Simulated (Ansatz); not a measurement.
With PBEsol in the plane-wave PAW code Ansatz, HfGeO3 in the tetragonal phase (P4mm; Hf on 1b, Ge on 1a, O on 2c, O on 1b) relaxes to a = 3.996 Å, c = 4.246 Å. Against the elements it lies at -221 kJ/mol-atom, with no fitted shifts.

It is gapped at this level: 1.39 eV (indirect). The valence maximum lies at X and the conduction minimum at Z. The electron mass is 0.47, 0.58, 0.58 mₑ (principal values). The hole mass is 0.44, 0.81, 1.6 mₑ (principal values).

Perturbation theory gives ε∞ = 6.29 (xx = yy), 5.39 (zz). Born charges are Hf +5.12, Ge +3.55, O -2.94 to -2.79 e.

The start of the workflow was typed in or built on a structure type; neither database checked (COD, Materials Project) lists it. Whether it is the stable phase at ambient conditions was not checked. The PBEsol relaxation kept the symmetry of its start; whether a distortion lowers the energy is not shown. No spin polarisation was allowed. The references are the lowest solids computed at this level, not always the standard phases (solids in place of the gases). Scalar-relativistic: spin–orbit coupling is off unless named, which matters more the heavier the elements.

Potentials: the later of the program's two PAW sets.
